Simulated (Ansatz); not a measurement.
GeSe:
```
CELL_PARAMETERS angstrom
     10.97075     0.00000     0.00000
      0.00000     3.87918     0.00000
      0.00000     0.00000     4.42315
ATOMIC_POSITIONS crystal
  Ge 0.12359 0.25000 0.11334
  Ge 0.87641 0.75000 0.88666
  Ge 0.37641 0.75000 0.61334
  Ge 0.62359 0.25000 0.38666
  Se 0.85476 0.25000 0.49812
  Se 0.14524 0.75000 0.50188
  Se 0.64524 0.75000 0.99812
  Se 0.35476 0.25000 0.00188
```

Relaxed with PBE+D3(BJ). Special points in fractions of this cell's reciprocal vectors: Γ (0.000, 0.000, 0.000); X (0.500, 0.000, 0.000); S (0.500, 0.500, 0.000); Y (0.000, 0.500, 0.000); Z (0.000, 0.000, 0.500); U (0.500, 0.000, 0.500); R (0.500, 0.500, 0.500); T (0.000, 0.500, 0.500).

Problem. List the band energies nearest the valence-band maximum at these points for the program Ansatz at the PBE+D3(BJ) with spin–orbit coupling level (PAW).

Solution. In eV from the valence-band maximum; about four levels below and three above (degenerate sets whole), none deeper than 8.9 eV; points with the same levels are listed once.

```json
[
 {"k": "Γ", "below": "-0.84 -0.84 -0.21 -0.21", "above": "0.69 0.69 2.63 2.63"},
 {"k": "X", "below": "-0.46 -0.46 -0.46 -0.46", "above": "2.33 2.33 2.33 2.33"},
 {"k": "S", "below": "-1.50 -1.50 -1.50 -1.50", "above": "1.43 1.43 1.43 1.43"},
 {"k": "Y", "below": "-1.19 -1.19 -1.19 -1.19", "above": "1.08 1.08 1.08 1.08"},
 {"k": "Z", "below": "-0.41 -0.41 -0.41 -0.41", "above": "1.20 1.20 1.20 1.20"},
 {"k": "U", "below": "-0.55 -0.55 -0.55 -0.55", "above": "1.25 1.25 1.25 1.25"},
 {"k": "R", "below": "-1.46 -1.46 -1.46 -1.46", "above": "2.53 2.53 2.53 2.53"},
 {"k": "T", "below": "-1.52 -1.52 -1.52 -1.52", "above": "2.81 2.81 2.81 2.81"}
]
```

Space group Pnma. Symmetry was held in the PBE+D3(BJ) relaxation.

Potentials: the later of the program's two PAW sets.
